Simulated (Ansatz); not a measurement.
**Is this Zn2SnO3 structure a true minimum?**

The cell was found from a proposed guess, not taken from experiment.

All numbers below come from DFT PBE, scalar-relativistic, plane waves, PAW in Ansatz 0.2.0. Plane waves to 420 eV, a k mesh through Γ of 6×6×6 on the computed 12-atom cell and Gaussian smearing (0.02 eV); no spin polarisation.

The cell below (12 atoms, space group Cmc2_1 (No. 36)) is relaxed within its symmetry.

```
CELL_PARAMETERS angstrom
5.19868 -2.83883 0.00000
5.19868 2.83883 0.00000
0.00000 0.00000 5.76287
ATOMIC_POSITIONS crystal
Zn 0.49366 0.84733 0.99689
Zn 0.15267 0.50634 0.99689
Zn 0.84733 0.49366 0.49689
Zn 0.50634 0.15267 0.49689
Sn 0.22185 0.77815 0.51686
Sn 0.77815 0.22185 0.01686
O 0.54051 0.83279 0.34444
O 0.16721 0.45949 0.34444
O 0.85173 0.14827 0.47349
O 0.83279 0.54051 0.84444
O 0.45949 0.16721 0.84444
O 0.14827 0.85173 0.97349
```

For the test it was strained at random (σ = 1.5 % a component), the atoms were moved at random (σ = 0.10 Å), and all was relaxed again on a coarse 4×2×4 mesh (in the run’s order of axes) with 0.10 eV smearing, with no symmetry imposed.

**Question.** Is the structure stable against such a distortion?

**Answer.** It returns, within 1 meV/atom of the unmoved cell on that mesh and with the same symmetry when read at 0.1 Å (P1 at 0.01 Å, so small strains and shifts remain). No instability shows in this cell; modes of other wave vectors, which need another repeat, aren't tested.
